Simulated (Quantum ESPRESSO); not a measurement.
Kohn-Sham bands of GeTe (R3m)

```
GeTe
1.0
   -2.09450     3.62777     0.00000
   -4.18899     0.00000     0.00000
   -2.09450     1.20926     3.67903
Ge Te
1 1
Cartesian
  0.00000   0.00000   0.08576
  2.09450  -1.20926   1.52190
```

Structure: Materials Project mp-938, symmetrised, not relaxed again. COD (Crystallography Open Database) has the formula in 3 space groups, this one among them (matched by group alone). Computed values, not measurements, from PBEsol: Quantum ESPRESSO (norm-conserving PseudoDojo potentials, cutoff 66 Ry, no spin polarisation, no spin-orbit coupling) on a Γ-centred 10×10×10 mesh, then Wannier90. Density: 10×10×10 mesh, cold smearing 0.01 Ry. The cell is built of weakly bound layers, chains or molecules, whose nearest atoms lie 3.30 Å apart. Database cells relaxed without dispersion often hold them too far apart, which can enlarge gaps and weakens couplings between them; spacing and stacking were not compared with the measured crystal. Spin-orbit coupling is left out although heavy elements are present.

Energies are relative to the valence-band maximum; weights are on the orthonormalised atomic waves of the pseudopotential files, averaged over the group. 30 electrons a cell are treated as valence.

| bands | from (eV) | to (eV) | filling | weight on atomic waves |
|---|---|---|---|---|
| 1–5 | -36.82 | -36.80 | filled | (withheld) |
| 6–10 | -24.72 | -24.70 | filled | (withheld) |
| 11 | -12.98 | -10.92 | filled | (withheld) |
| 12–15 | -8.79 | 0.00 | filled | (withheld) |

Q: Which atomic shells make up each group?

A: 
- 1–5, weight on atomic waves: Te 4d 100 %
- 6–10, weight on atomic waves: Ge 3d 100 %
- 11, weight on atomic waves: Te 5s 72 %, Ge 4p 14 %, Ge 4s 11 %
- 12–15, weight on atomic waves: Te 5p 50 %, Ge 4p 25 %, Ge 4s 20 %

The Kohn-Sham gap over both meshes and the path is 0.54 eV.
